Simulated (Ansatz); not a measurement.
Computed with DFT r2SCAN, scalar-relativistic, plane waves, PAW (Ansatz 0.2.0).

Structure of Hf₂Cu:

```
CELL_PARAMETERS angstrom
-1.57918 1.57918 5.57137
1.57918 -1.57918 5.57137
1.57918 1.57918 -5.57137
ATOMIC_POSITIONS crystal
Hf 0.34400 0.34400 0.00000
Hf 0.65600 0.65600 0.00000
Cu 0.00000 0.00000 0.00000
```

Plane waves to 500 eV, a k mesh through Γ of 18×18×18 on the computed 3-atom cell and Gaussian smearing (0.10 eV); no spin polarisation.

Levels along Γ–X–P–N–Γ–M–S | S0–Γ | X–R | G–M, in eV from the Fermi level, sorted by energy at each point. Points in fractions of the primitive reciprocal vectors: Γ (0.000 0.000 0.000), X (0.000 0.000 0.500), P (0.250 0.250 0.250), N (0.000 0.500 0.000), M (0.500 0.500 -0.500), S (0.270 0.730 -0.270), S0 (-0.270 0.270 0.270), R (-0.040 0.040 0.500), G (0.500 0.500 -0.040).
| point | k (1/Å, with 2π) | band 33 | band 34 | band 35 | band 36 | band 37 | band 38 | band 39 |
| --- | --- | --- | --- | --- | --- | --- | --- | --- |
| Γ | 0.000 | -3.14 | -1.68 | -1.08 | 0.81 | 2.69 | 2.69 | 2.94 |
| - | 0.201 | -3.17 | -1.53 | -1.17 | 0.81 | 2.25 | 2.35 | 2.57 |
| - | 0.402 | -2.75 | -1.41 | -1.17 | 0.77 | 1.70 | 1.82 | 2.32 |
| - | 0.603 | -2.01 | -1.64 | -0.78 | 0.54 | 1.33 | 1.44 | 2.24 |
| - | 0.804 | -1.66 | -1.62 | -0.59 | 0.10 | 0.72 | 1.45 | 2.29 |
| - | 1.005 | -2.00 | -1.54 | -0.62 | -0.44 | 0.27 | 2.41 | 2.42 |
| - | 1.206 | -2.53 | -1.74 | -0.92 | -0.70 | 0.73 | 2.28 | 3.59 |
| X | 1.407 | -2.32 | -2.08 | -1.14 | -0.73 | 1.33 | 2.00 | 4.22 |
| - | 1.447 | -2.31 | -2.08 | -1.20 | -0.66 | 1.31 | 2.02 | 4.25 |
| - | 1.487 | -2.29 | -2.08 | -1.32 | -0.51 | 1.24 | 2.06 | 4.33 |
| - | 1.528 | -2.25 | -2.08 | -1.46 | -0.34 | 1.12 | 2.14 | 4.44 |
| - | 1.568 | -2.19 | -2.08 | -1.59 | -0.15 | 0.97 | 2.23 | 4.27 |
| - | 1.608 | -2.12 | -2.08 | -1.72 | 0.04 | 0.81 | 2.33 | 4.03 |
| - | 1.648 | -2.08 | -2.04 | -1.84 | 0.24 | 0.62 | 2.42 | 3.86 |
| P | 1.689 | -2.08 | -1.95 | -1.95 | 0.43 | 0.43 | 2.45 | 3.80 |
| - | 1.831 | -2.27 | -1.87 | -1.76 | 0.13 | 0.47 | 2.58 | 3.94 |
| - | 1.973 | -2.37 | -1.66 | -1.62 | -0.48 | 0.55 | 2.63 | 3.72 |
| - | 2.115 | -2.39 | -1.57 | -1.36 | -0.96 | 0.65 | 2.29 | 2.85 |
| - | 2.257 | -2.38 | -1.58 | -1.09 | -0.83 | 0.72 | 1.77 | 2.30 |
| - | 2.399 | -2.36 | -1.63 | -0.80 | -0.41 | 0.82 | 1.32 | 2.03 |
| - | 2.541 | -2.35 | -1.68 | -0.57 | -0.02 | 0.99 | 1.08 | 1.85 |
| N | 2.683 | -2.35 | -1.70 | -0.49 | 0.15 | 1.03 | 1.10 | 1.75 |
| - | 2.831 | -2.31 | -1.67 | -0.43 | 0.07 | 1.08 | 1.23 | 1.82 |
| - | 2.979 | -2.35 | -1.57 | -0.57 | 0.24 | 1.19 | 1.40 | 2.02 |
| - | 3.126 | -2.53 | -1.47 | -0.83 | 0.58 | 1.32 | 1.51 | 2.29 |
| - | 3.274 | -2.83 | -1.37 | -1.10 | 0.80 | 1.52 | 1.68 | 2.41 |
| - | 3.422 | -3.11 | -1.39 | -1.23 | 0.83 | 1.90 | 2.05 | 2.53 |
| - | 3.570 | -3.15 | -1.60 | -1.12 | 0.81 | 2.38 | 2.56 | 2.64 |
| Γ | 3.717 | -3.14 | -1.68 | -1.08 | 0.81 | 2.69 | 2.69 | 2.94 |
| - | 3.798 | -3.14 | -1.66 | -1.06 | 0.80 | 2.58 | 2.58 | 2.93 |
| - | 3.878 | -3.13 | -1.61 | -1.01 | 0.78 | 2.37 | 2.37 | 2.93 |
| - | 3.959 | -3.13 | -1.54 | -0.95 | 0.74 | 2.16 | 2.16 | 3.00 |
| - | 4.039 | -3.13 | -1.46 | -0.91 | 0.70 | 1.98 | 1.98 | 3.12 |
| - | 4.120 | -3.13 | -1.39 | -0.89 | 0.67 | 1.85 | 1.85 | 3.27 |
| - | 4.200 | -3.13 | -1.34 | -0.87 | 0.64 | 1.77 | 1.77 | 3.38 |
| M | 4.281 | -3.13 | -1.32 | -0.87 | 0.63 | 1.74 | 1.74 | 3.43 |
| - | 4.412 | -3.15 | -1.29 | -0.85 | 0.69 | 1.67 | 1.80 | 3.22 |
| - | 4.542 | -3.20 | -1.21 | -0.78 | 0.87 | 1.44 | 1.95 | 2.72 |
| - | 4.673 | -3.22 | -1.11 | -0.68 | 1.03 | 1.07 | 2.15 | 2.21 |
| - | 4.804 | -3.08 | -1.03 | -0.56 | 0.60 | 0.94 | 1.95 | 2.28 |
| - | 4.934 | -2.81 | -1.12 | -0.49 | 0.23 | 0.63 | 1.87 | 2.20 |
| - | 5.065 | -2.43 | -1.61 | -0.41 | 0.22 | 0.34 | 1.71 | 1.98 |
| S | 5.196 | -2.13 | -2.06 | -0.26 | 0.13 | 0.43 | 1.50 | 1.79 |
| S0 | 5.196 | -2.13 | -2.06 | -0.26 | 0.13 | 0.43 | 1.50 | 1.79 |
| - | 5.349 | -2.33 | -1.79 | -0.14 | 0.01 | 0.77 | 1.38 | 1.71 |
| - | 5.503 | -2.21 | -1.76 | -0.53 | 0.34 | 1.11 | 1.38 | 1.81 |
| - | 5.656 | -2.05 | -1.95 | -0.82 | 0.67 | 1.34 | 1.37 | 2.09 |
| - | 5.810 | -2.56 | -1.62 | -1.07 | 0.85 | 1.44 | 1.62 | 2.48 |
| - | 5.963 | -3.03 | -1.36 | -1.32 | 0.85 | 1.81 | 2.00 | 2.60 |
| - | 6.117 | -3.15 | -1.59 | -1.14 | 0.81 | 2.35 | 2.52 | 2.67 |
| Γ | 6.271 | -3.14 | -1.68 | -1.08 | 0.81 | 2.69 | 2.69 | 2.94 |
| X | 6.271 | -2.32 | -2.08 | -1.14 | -0.73 | 1.33 | 2.00 | 4.22 |
| - | 6.287 | -2.31 | -2.08 | -1.14 | -0.73 | 1.33 | 2.00 | 4.22 |
| - | 6.303 | -2.31 | -2.08 | -1.16 | -0.73 | 1.33 | 2.02 | 4.22 |
| - | 6.319 | -2.29 | -2.08 | -1.18 | -0.74 | 1.32 | 2.04 | 4.21 |
| - | 6.335 | -2.28 | -2.09 | -1.20 | -0.74 | 1.31 | 2.06 | 4.21 |
| - | 6.351 | -2.26 | -2.10 | -1.24 | -0.75 | 1.30 | 2.09 | 4.20 |
| - | 6.367 | -2.23 | -2.10 | -1.27 | -0.76 | 1.29 | 2.13 | 4.19 |
| R | 6.383 | -2.21 | -2.12 | -1.32 | -0.77 | 1.28 | 2.17 | 4.18 |
| G | 6.383 | -2.21 | -2.12 | -1.32 | -0.77 | 1.28 | 2.17 | 4.18 |
| - | 6.568 | -2.61 | -1.79 | -1.58 | -0.91 | 0.98 | 2.59 | 3.89 |
| - | 6.753 | -2.75 | -1.29 | -1.27 | -0.73 | 0.54 | 2.44 | 3.29 |
| - | 6.938 | -3.05 | -0.82 | -0.79 | -0.03 | 0.22 | 2.08 | 2.51 |
| - | 7.123 | -3.15 | -0.85 | -0.57 | 0.49 | 0.96 | 1.76 | 2.32 |
| - | 7.308 | -3.21 | -1.09 | -0.70 | 1.07 | 1.16 | 2.04 | 2.25 |
| - | 7.492 | -3.17 | -1.26 | -0.83 | 0.77 | 1.56 | 1.89 | 3.01 |
| M | 7.677 | -3.13 | -1.32 | -0.87 | 0.63 | 1.74 | 1.74 | 3.43 |

Spin-orbit coupling is left out, which matters for the bands of heavy elements.

Cost: 1 run of about 10 core-minutes, on Arm Neoverse V1 (shared hosts).